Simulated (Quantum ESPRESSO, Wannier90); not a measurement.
**ZnCdS2 (P3m1): Wannier90 run**

```yaml
crystal:
  lattice:
    - [4.01080, 0.00000, 0.00000]
    - [-2.00540, 3.47345, 0.00000]
    - [0.00000, 0.00000, 6.63060]
  atoms:
    - { symbol: Zn, position: [0.00000, 0.00000, 0.99976] }
    - { symbol: Cd, position: [0.33333, 0.66667, 0.50562] }
    - { symbol: S, position: [0.33333, 0.66667, 0.89201] }
    - { symbol: S, position: [0.00000, 0.00000, 0.35460] }
```

Structure: Materials Project mp-1215475, symmetrised, not relaxed again. Not found in the COD (Crystallography Open Database) copy used; not checked further. Level: PBEsol, no spin polarisation, no spin-orbit coupling; pw.x of Quantum ESPRESSO at 82 Ry with PseudoDojo potentials, 6×6×4 k-points, Wannier90. Density: 12×12×6 mesh, cold smearing 0.01 Ry.

The plane-wave run has 48 bands and 52 electrons a cell. On the energy scale of pw.x, whose zero is arbitrary, the valence-band maximum lies at 6.60 eV.

Isolated groups of bands, relative to the valence-band maximum (bands from 27 on overlap up to the last one computed):

```csv
bands,from (eV),to (eV),filling,weight on atomic waves
1,-124.63,-124.63,filled,Zn 3s 100 %
2,-101.26,-101.26,filled,Cd 4s 100 %
3–5,-78.95,-78.94,filled,Zn 3p 100 %
6–8,-62.36,-62.35,filled,Cd 4p 100 %
9–10,-12.59,-11.75,filled,"S 3s 85 %, Zn 4s 5 %, Cd 5s 4 %"
11–15,-7.64,-6.91,filled,Cd 4d 93 %
16–20,-6.21,-5.66,filled,Zn 3d 93 %
21–26,-4.79,0.00,filled,"S 3p 79 %, Cd 5s 5 %, Zn 4s 4 %"
```

Input w.win, without the blocks of cell, atoms and k-points (144 lines):

```
num_bands = 30
num_wann = 16
exclude_bands = 1-8,11-20
num_iter = 1000
conv_tol = 1.0e-6
conv_window = 4
dis_num_iter = 1000
dis_conv_tol = 1.0e-6
dis_froz_max = 9.28
dis_win_max = 8.28
write_hr = true
write_u_matrices = true
begin projections
f=-0.01119,-0.00198,-0.00445: s;p
f=0.33066,-0.34342,-0.49957: s;p
f=0.33811,-0.33854,-0.10256: s;p
f=-0.00463,0.00514,0.34906: s;p
end projections
mp_grid = 6 6 4
```

wannier90.x stops with:
```
dis_windows: Energy window contains fewer states than number of target WFs
```
At some k-point the outer window holds fewer bands than num_wann, so no subspace of that size can be extracted. Mended as below, all else unchanged, the run goes through (Ω_I = 24.5 Å²) and follows the plane-wave bands to 2.3 meV rms (states up to 2.2 eV relative to the valence-band maximum).
Remove the line dis_win_max = 8.28.
